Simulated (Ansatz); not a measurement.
In2SeS:
```
CELL_PARAMETERS angstrom
      4.00903     0.00000     0.00000
     -2.00452     3.47193     0.00000
      0.00000     0.00000     9.21747
ATOMIC_POSITIONS crystal
  In 0.00000 0.00000 0.44943
  In 0.33333 0.66667 0.02460
  Se 0.33333 0.66667 0.58551
  S  0.00000 0.00000 0.18845
```

Relaxed with PBEsol. Special points in fractions of this cell's reciprocal vectors: Γ (0.000, 0.000, 0.000); M (0.500, 0.000, 0.000); K (0.333, 0.333, 0.000); A (0.000, 0.000, 0.500); L (0.500, 0.000, 0.500); H (0.333, 0.333, 0.500).

Question: List the band energies nearest the valence-band maximum at these points for DFT-PBEsol in the program Ansatz with PAW potentials.

Answer: In eV from the valence-band maximum; about four levels below and three above (degenerate sets whole), none deeper than 8.9 eV; points with the same levels are listed once.

| k | below | above |
|---|---|---|
| Γ | -1.83 -1.83 -1.82 -1.31 -1.31 | 0.91 2.60 4.47 4.47 |
| M | -2.86 -2.86 -1.92 -0.60 | 1.09 2.08 2.34 |
| K | -3.67 -3.11 -2.86 0.00 | 1.74 1.85 3.83 3.84 |
| A | -1.82 -1.82 -1.32 -1.32 -0.86 | 0.38 2.36 4.46 |
| L | -2.85 -2.77 -1.94 -0.84 | 0.71 2.22 3.02 |
| H | -3.63 -3.15 -2.67 -0.37 | 1.49 2.12 3.20 |

Space group P3m1. The start of the workflow was typed in or built on a structure type; neither database checked (COD, Materials Project) lists it. Its standing as an ambient phase is unchecked. Symmetry was held in the PBEsol relaxation. At this level the phase is mechanically unstable. Spin–orbit coupling is left out wherever it is not named.

Potentials: the earlier of the program's two PAW sets. The files were generated under PBE; for other functionals the program regenerates the frozen cores, and for LDA and PBEsol the local potential too.
